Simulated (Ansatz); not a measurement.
Consider the following.

YGe2:
```xyz
6
Lattice="-1.9847 1.9847 8.2409 1.9847 -1.9847 8.2409 1.9847 1.9847 -8.2409" Properties=species:S:1:pos:R:3 pbc="T T T"
Y      0.0000     0.0000     8.2409
Y      1.9847     0.0000     4.1205
Ge     0.0000     1.9847     5.4119
Ge     0.0000     0.0000     1.2914
Ge     0.0000     0.0000    15.1904
Ge     0.0000     1.9847     2.8290
```

This is the r²SCAN-relaxed structure.

Question: All from the program Ansatz at the r²SCAN level (PAW), unless another level is named. Give the electronic character.

Answer: metallic (no gap).

Question: Give the formation energy from the elements (no fitted shifts).

Answer: -0.58 eV/atom.

Question: What about the density of states at the Fermi level?

Answer: 0.34 states/eV per atom (mean over ±0.08 eV).

Space group I4_1/amd. The workflow started from a Materials Project entry (that database holds measured and hypothetical structures alike); the Crystallography Open Database copy checked does not list it. Its standing as an ambient phase is unchecked. The r²SCAN relaxation kept the symmetry of its start; whether a distortion lowers the energy is not shown. The run is not spin-polarised. The references are the lowest solids computed at this level, not always the standard phases. Scalar-relativistic: spin–orbit coupling is off unless named, which matters more the heavier the elements.

Potentials: the later of the program's two PAW sets.
